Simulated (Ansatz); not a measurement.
The following input was run with Ansatz 0.2.0.

```yaml
crystal:
  lattice:
    - [0.0, 3.6482430495, 3.4423331451]
    - [3.4423331451, 0.0, 3.4423331451]
    - [3.4423331451, 3.6482430495, 0.0]
  atoms:
    - { symbol: Ca, position: [0.0, 0.0, 0.0] }
    - { symbol: Au, position: [0.25, 0.25, 0.25] }
    - { symbol: Au, position: [0.75, 0.75, 0.75] }
    - { symbol: Au, position: [0.5, 0.5, 0.5] }
basis:
  ecutwfc: 420
kpoints:
  mp_grid: { grid: [10, 10, 10] }
hamiltonian:
  xc: pbesol
scf:
  occupations: { method: gaussian, width: 0.1 }
output:
  forces: true
  stress: true
  eigenvalues: true
```

Command:
```bash
ansatz run input.yaml --threads 1 --pin off --max-ram 1331MiB --backend cpu --events-out ev --progress --plain --runs-dir out
```

These are results of Ansatz 0.2.0, DFT PBEsol, scalar-relativistic, plane waves, PAW, not measurements.

Part of what the program printed, abridged (iterations and final results):

```
SCF iter   1: F=—  HF=-40816.727665 eV  |F-HF|=—  |Δ(HF+E_count)|=         —  Δρ=4.46e-3  dr2=1.88e-2  ethr=1.77e-3  ⟨swp⟩=8.3  Hψ=18693  notcnv=0  defer=15
SCF iter   2: F=—  HF=-40816.722820 eV  |F-HF|=—  |Δ(HF+E_count)|=   4.85e-3  Δρ=2.09e-3  dr2=4.16e-3  ethr=2.81e-5  ⟨swp⟩=2.6  Hψ=6960  notcnv=0  defer=28
SCF iter   3: F=—  HF=-40816.721636 eV  |F-HF|=—  |Δ(HF+E_count)|=   1.18e-3  Δρ=5.63e-4  dr2=1.51e-4  ethr=6.22e-6  ⟨swp⟩=2.0  Hψ=5722  notcnv=0  defer=28
SCF iter   4: F=—  HF=-40816.721652 eV  |F-HF|=—  |Δ(HF+E_count)|=   1.60e-5  Δρ=2.05e-4  dr2=5.75e-5  ethr=2.25e-7  ⟨swp⟩=2.0  Hψ=7408  notcnv=0  defer=28
SCF iter   5: F=—  HF=-40816.721649 eV  |F-HF|=—  |Δ(HF+E_count)|=   2.67e-6  Δρ=6.22e-5  dr2=6.53e-6  ethr=8.59e-8  ⟨swp⟩=2.3  Hψ=5588  notcnv=0  defer=28
SCF iter   6: F=—  HF=-40816.721649 eV  |F-HF|=—  |Δ(HF+E_count)|=   6.61e-7  Δρ=2.33e-5  dr2=9.83e-7  ethr=9.75e-9  ⟨swp⟩=2.3  Hψ=5559  notcnv=0  defer=28
SCF iter   7: F=—  HF=-40816.721649 eV  |F-HF|=—  |Δ(HF+E_count)|=   1.72e-7  Δρ=1.08e-5  dr2=2.64e-7  ethr=1.47e-9  ⟨swp⟩=2.3  Hψ=6007  notcnv=0  defer=28
SCF iter   8: F=-40816.721648 eV  HF=-40816.721648 eV  |F-HF|=1.46e-8  |Δ(HF+E_count)|=   7.75e-8  Δρ=3.25e-6  dr2=1.91e-8  ethr=1.49e-10  ⟨swp⟩=8.4  Hψ=16270  notcnv=0
SCF 1 converged in 8 iterations: F = -40816.721648 eV  dr2 = 1.91e-8
SCF converged after 8 iterations
Free energy (F): -40816.721648 eV
Harris-Foulkes:  -40816.721648 eV  (|F-HF|=1.46e-8)
Internal energy: -40816.715985 eV  (E = F + TS)
E sigma→0 (E₀):  -40816.718817 eV
Entropy (-TS):   -0.005663 eV (-1.416 meV/atom)
Fermi energy:    13.895921 eV
--- Per-component energies (eV) ---
  E_band       = -1050.676418
  E_kinetic    = 2090.286238
  E_local      = -7208.745406  (includes V_loc(G=0)·N_el)
  E_nonlocal   = 295.584815
  E_hartree    = 2960.732352
  E_xc         = -813.593898
  E_vxc        = -991.370381  (∫ρ·V_xc dr)
  E_paw        = -29534.331699  (= ΣΔE_a)
  E_vpaw       = -1157.905973  (= ΣTr[D̂ρ^β])
  E_aug_tail   = 0.004093  (compensation charges beyond the density's cutoff)
  E_ewald      = -8607.699713
  E_core_change = 1.047232  (= ΣΔE_core)
  E_smearing   = -0.005663  (= −TS)
--- Forces (eV/Å), atoms counted from 1 ---
  atom   1  Ca     0.00000000     0.00000000     0.00000000
  atom   2  Au     0.00000000     0.00000000     0.00000000
  atom   3  Au     0.00000000     0.00000000     0.00000000
  atom   4  Au     0.00000000     0.00000000     0.00000000
--- Stress (GPa, compression-positive) ---
       -8.096548       0.000000       0.000000
        0.000000      -7.919114       0.000000
        0.000000       0.000000      -8.096548
  P = ⅓ Tr σ = -8.0374 GPa (-80.374 kbar)
--- Band table (eV; the first three rows and the last of 102) ---
  k-point 0: bands = ["-91.1985", "-91.1980", "-91.1376", "-42.6063", "-42.6026", "-42.5903", "-42.5903", "-42.5882", "-42.5882", "-42.5210", "-42.5210", "-42.5038", "-26.4000", "-7.5303", "-7.5303", "-7.5289", "6.4604", "8.8429", "8.8727", "9.5639", "9.6524", "9.6524", "9.6795", "9.6795", "9.7548", "10.9844", "10.9892", "10.9892", "11.0829", "11.1293", "11.2381", "11.3251", "15.5000", "16.2497", "16.2497", "16.2989", "17.6715", "18.6678", "18.7919", "18.8391", "19.6222"]
  k-point 1: bands = ["-91.1985", "-91.1980", "-91.1376", "-42.6061", "-42.6033", "-42.5912", "-42.5910", "-42.5874", "-42.5866", "-42.5213", "-42.5208", "-42.5038", "-26.3999", "-7.5316", "-7.5303", "-7.5292", "6.5724", "8.8895", "8.9182", "9.4509", "9.5608", "9.5708", "9.7490", "9.7664", "9.8642", "10.8981", "10.9251", "10.9255", "11.0774", "11.1857", "11.2253", "11.3534", "14.8791", "16.2382", "16.2442", "16.5753", "17.4891", "18.3658", "18.4025", "19.3170", "20.0165"]
  k-point 2: bands = ["-91.1984", "-91.1980", "-91.1376", "-42.6060", "-42.6043", "-42.5927", "-42.5916", "-42.5864", "-42.5846", "-42.5220", "-42.5204", "-42.5037", "-26.3996", "-7.5354", "-7.5305", "-7.5297", "6.8954", "9.0222", "9.0487", "9.2835", "9.4672", "9.5206", "9.8182", "9.8501", "9.9840", "10.7299", "10.7511", "10.7580", "11.0719", "11.1784", "11.2698", "11.4058", "13.8178", "16.0805", "16.1968", "16.4548", "17.9284", "18.0150", "18.4164", "19.3607", "20.0627"]
  k-point 101: bands = ["-91.1983", "-91.1980", "-91.1377", "-42.6045", "-42.6025", "-42.6025", "-42.5973", "-42.5792", "-42.5792", "-42.5177", "-42.5177", "-42.5111", "-26.3988", "-7.5449", "-7.5307", "-7.5307", "8.5457", "8.5727", "8.7988", "9.2193", "9.2193", "9.5867", "9.5916", "10.3234", "10.3407", "10.3407", "10.8024", "11.1281", "11.3071", "11.4640", "11.4640", "11.5226", "11.8802", "14.3034", "14.4734", "14.4734", "18.3156", "18.3156", "18.3362", "18.5895", "19.4941"]
```

Self-consistency was reached.

Spin–orbit coupling is left out, which can shift energies with elements as heavy as these.